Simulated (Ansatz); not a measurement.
PbO2:
Space group P4₂/mnm (No. 136); a = b = 5.0815 Å, c = 3.4436 Å, α = β = γ = 90.00°

```csv
atom,site,symmetry,x,y,z
Pb,2a,m.mm,0.0000,0.0000,0.0000
O,4f,m.2m,0.3080,0.3080,0.0000
```

Relaxed with PBE.

### Question
Which orbitals make up the states near the Fermi level in DFT-PBE in the program Ansatz with PAW potentials?

### Answer
Within 0.5 eV of the Fermi level: O 2p 97 %. Projections are on Löwdin-orthogonalised atomic valence shells; empty p or d shells of many metals are not among them.

### Question
Tabulate the density of states.

### Answer
States/eV per cell of 6 atoms, in 0.25 eV bins, energy from the Fermi level.

```tsv
E (eV)	total	O 2p	Pb 6s	Pb 6p
-7.85	0.71	0.31	0.37	0.00
-7.60	1.55	0.68	0.78	0.02
-7.35	2.56	1.12	1.27	0.04
-7.10	2.30	0.99	1.12	0.04
-6.85	1.89	0.81	0.90	0.03
-6.60	1.44	0.62	0.66	0.02
-6.35	1.21	0.52	0.54	0.02
-6.10	1.05	0.45	0.45	0.02
-5.85	0.92	0.40	0.39	0.02
-5.60	0.68	0.30	0.28	0.01
-5.35	0.48	0.21	0.19	0.01
-5.10	0.35	0.16	0.14	0.01
-4.85	0.27	0.12	0.10	0.01
-4.60	0.20	0.09	0.07	0.01
-4.35	0.69	0.47	0.06	0.13
-4.10	1.77	1.29	0.05	0.36
-3.85	2.16	1.59	0.05	0.43
-3.60	2.97	2.22	0.05	0.60
-3.35	3.70	2.84	0.04	0.70
-3.10	5.03	3.93	0.04	0.91
-2.85	4.48	3.52	0.04	0.75
-2.60	3.53	2.82	0.03	0.52
-2.35	3.56	2.87	0.04	0.48
-2.10	2.99	2.44	0.03	0.36
-1.85	4.11	3.48	0.04	0.38
-1.60	3.73	3.21	0.03	0.30
-1.35	3.42	3.07	0.02	0.18
-1.10	6.19	5.80	0.01	0.15
-0.85	7.09	6.78	0.02	0.07
-0.60	16.05	15.57	0.02	0.06
-0.35	7.69	7.51	0.01	0.04
-0.10	1.22	1.19	0.01	0.01
0.15	0.22	0.18	0.03	0.00
0.40	0.16	0.10	0.04	0.00
0.65	0.20	0.12	0.05	0.01
0.90	0.25	0.14	0.07	0.01
1.15	0.31	0.17	0.09	0.01
1.40	0.39	0.21	0.12	0.02
1.65	0.49	0.26	0.15	0.02
1.90	0.62	0.34	0.20	0.03
2.15	0.83	0.45	0.28	0.04
2.40	1.30	0.69	0.46	0.05
2.65	2.41	1.24	0.89	0.12
2.90	2.17	1.12	0.81	0.11
3.15	1.98	1.04	0.75	0.08
3.40	1.72	0.91	0.67	0.06
3.65	1.89	1.03	0.77	0.03
3.90	0.96	0.52	0.41	0.01
4.15	0.08	0.04	0.03	0.00
4.40	0.00	0.00	0.00	0.00
4.65	0.00	0.00	0.00	0.00
```

Space group P4_2/mnm (rutile). Symmetry was held in the PBE relaxation. Scalar-relativistic: spin–orbit coupling is off unless named, which matters more the heavier the elements.

Potentials: the later of the program's two PAW sets.
